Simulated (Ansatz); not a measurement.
Relaxed-ion elastic tensor of CsPbCl₃ (cubic perovskite, Pm-3m) in GPa (Voigt order), plane-wave PAW PBE (Ansatz code); density 3.93 g/cm³, 37.69 Å³ per atom.

```
49.0   8.2   8.2   0.0   0.0   0.0
 8.2  49.0   8.2   0.0   0.0   0.0
 8.2   8.2  49.0   0.0   0.0   0.0
 0.0   0.0   0.0   5.2   0.0   0.0
 0.0   0.0   0.0   0.0   5.2   0.0
 0.0   0.0   0.0   0.0   0.0   5.2
```

### Question
Is the crystal mechanically stable?

### Answer
Yes: the smallest eigenvalue of C is 5.2 GPa.

### Question
Work out the Voigt, Reuss and Hill averages.

### Answer
K_V = 21.8, K_R = 21.8, K_H = 21.8; G_V = 11.3, G_R = 7.4, G_H = 9.3 GPa.

### Question
Give Young's modulus, Poisson's ratio, Pugh's ratio and the universal anisotropy index.

### Answer
E = 9KG/(3K + G) = 24.5 GPa; ν = 0.31; K/G = 2.34 (ductile by the Pugh limit of 1.75); A_U = 5G_V/G_R + K_V/K_R − 6 = 2.64.

### Question
Estimate the sound speeds and the Debye temperature.

### Answer
v_l = √((K + 4G/3)/ρ) = 2950 m/s, v_t = √(G/ρ) = 1540 m/s, mean 1720 m/s; Θ = (h/k)(3n/4πV)^(1/3) v_m = 153 K.

### Question
Give the Zener ratio and Young's modulus along [100], [110] and [111].

### Answer
A = 2C44/(C11 − C12) = 0.25; 1/E = S11 − 2(S11 − S12 − S44/2)Γ with Γ = 0, 1/4, 1/3 gives 46.7, 17.4, 14.4 GPa.

### Question
Solve the Christoffel equation for the three sound speeds along [100], [110], [111].

### Answer
Eigenvalues of C_ijkl n_j n_l equal ρv². In km/s, slowest first: [100] 1.15, 1.15, 3.53; [110] 1.15, 2.28, 2.93; [111] 1.97, 1.97, 2.70.

This is a known high-temperature phase of the composition, computed here at zero pressure and temperature. Symmetry was held in the PBE relaxation; phonons on a q-mesh show weakly imaginary modes. Spin–orbit coupling is left out wherever it is not named.

Potentials: the later of the program's two PAW sets.
